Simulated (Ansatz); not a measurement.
# Ca2As squeezed and stretched

A database entry relaxed whole under r2SCAN (I4/mmm):

```xyz
6
Lattice="-2.2739 2.2739 7.9007 2.2739 -2.2739 7.9007 2.2739 2.2739 -7.9007" Properties=species:S:1:pos:R:3 pbc="T T T"
Ca    0.0000    2.2739    0.0000
Ca    2.2739    0.0000    0.0000
Ca    0.0000    0.0000    5.0707
Ca    0.0000    0.0000   10.7306
As    0.0000    0.0000    2.1215
As    0.0000    0.0000   13.6798
```

The cell was scaled uniformly, its shape held, and the atoms relaxed at each volume with plane-wave PAW DFT (Ansatz 0.2.0; r2SCAN, 500 eV, 10×10×10 Γ-centred mesh, fermi-dirac occupations of width 0.100 eV; no spin, no spin-orbit coupling). One row is withheld.

```csv
volume (Å³/atom),energy over the lowest (meV/atom),pressure (GPa)
25.601,14.7,2.96
26.146,?,?
26.690,1.6,0.88
27.235,0.0,-0.02
27.780,1.4,-0.84
28.324,5.4,-1.58
28.869,11.8,-2.26
```

Problem. Fit the pressures of the other rows to the third-order Birch-Murnaghan form.

Solution. With f = [(V₀/V)^(2/3) − 1]/2 and P = 3B₀f(1 + 2f)^(5/2)[1 + 3(B₀′ − 4)f/2], least squares gives V₀ = 27.22 Å³ an atom, B₀ = 43 GPa and B₀′ = 3.8; the rows miss the fit by less than 0.01 GPa. The slope of the energies differs from these pressures by less than 0.05 GPa.

Problem. What does the withheld row hold?

Solution. The fit gives 1.87 GPa at 26.146 Å³; the run gave 1.87 GPa and 6.4 meV an atom.

Caveats: the shape of the cell was held, so B₀ is an upper bound where the axes differ in stiffness; 0 K, fixed nuclei; the symmetry was kept, and this need not be the phase that is stable at 0 K; one mesh for all volumes; pressure is positive in compression.
